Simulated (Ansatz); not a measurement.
Values for one crystal, relaxed and computed with r²SCAN (plane waves, PAW; program Ansatz); other levels are named.

| Property | Result |
|---|---|
| Volume per atom | 22.45 Å³ |
| Electronic character | metallic (no gap) |
| Formation energy from the elements (no fitted shifts) | -260 meV/atom |
| Density of states at the Fermi level | 0.37 states/eV per atom (mean over ±0.08 eV) |

Question: Pick the material that matches.
A. InRh, CsCl type
B. LaGa, Cmcm (La on 4c, Ga on 4c)
C. LuCd3, Cmcm (Lu on 4c, Cd on 4c, Cd on 8g)
D. GdCd2, P6/mmm (Gd on 1a, Cd on 2d)

Answer: C, LuCd3, Cmcm (Lu on 4c, Cd on 4c, Cd on 8g)

The workflow started from a Materials Project entry (that database holds measured and hypothetical structures alike); the Crystallography Open Database files this formula in space group No. 63, but the cells were not matched. Its standing as an ambient phase is unchecked. The cell was relaxed with r²SCAN under the symmetry of its start; whether a distortion lowers the energy is not shown. The references are the lowest solids computed at this level, not always the standard phases. Scalar-relativistic: spin–orbit coupling is off unless named, which matters more the heavier the elements.

Potentials: the later of the program's two PAW sets.
